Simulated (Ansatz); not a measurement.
Starting cell, HfN (rock salt):

```xyz
2
Lattice="0.0000 2.2739 2.2739 2.2739 0.0000 2.2739 2.2739 2.2739 0.0000" Properties=species:S:1:pos:R:3 pbc="T T T"
N      0.0000     0.0000     0.0000
Hf     2.2739     2.2739     2.2739
```

In each cell atom 2 (Hf, nearest neighbour N at 2.274 Å; its periodic images, 3.2 Å or more away, move with it) moves by s·(-1.000, 0.000, 0.000) (towards the nearest neighbour), the rest being held.

The numbers are results of PBE (plane waves to 420 eV, PAW, scalar-relativistic; Ansatz, a first-principles code), not measurements. k mesh 14×14×14 (Γ-centred), Fermi-Dirac smearing 0.05 eV. E stands for the smeared free energy. With partly filled bands, energies and forces of such displacements shift with the k mesh and the smearing. HfN is run without spin polarisation. HfN was relaxed with its symmetry unable to fall. Spin-orbit coupling is left out, though Hf is heavy. The zero of ΔE is the undisplaced structure.

Successive frames, forces in eV/Å:

```csv
frame,ΔE (meV/cell),F on N1,F on Hf2
s = -0.184 Å,189,"(2.093, 0.000, 0.000)","(-2.093, 0.000, 0.000)"
s = -0.138 Å,105,"(1.535, 0.000, 0.000)","(-1.535, 0.000, 0.000)"
s = -0.092 Å,47,"(1.013, 0.000, 0.000)","(-1.013, 0.000, 0.000)"
```

Question: What are the energy and the forces in the next frame, s = -0.046 Å?

Answer: ΔE (meV/cell) = 12.

```
atom      Fx     Fy     Fz
----  ------  -----  -----
N1     0.509  0.000  0.000
Hf2   -0.509  0.000  0.000
```

(For displaced atoms, the force is minus the slope of the energy, and its curvature is a force constant, which sets phonon frequencies.)
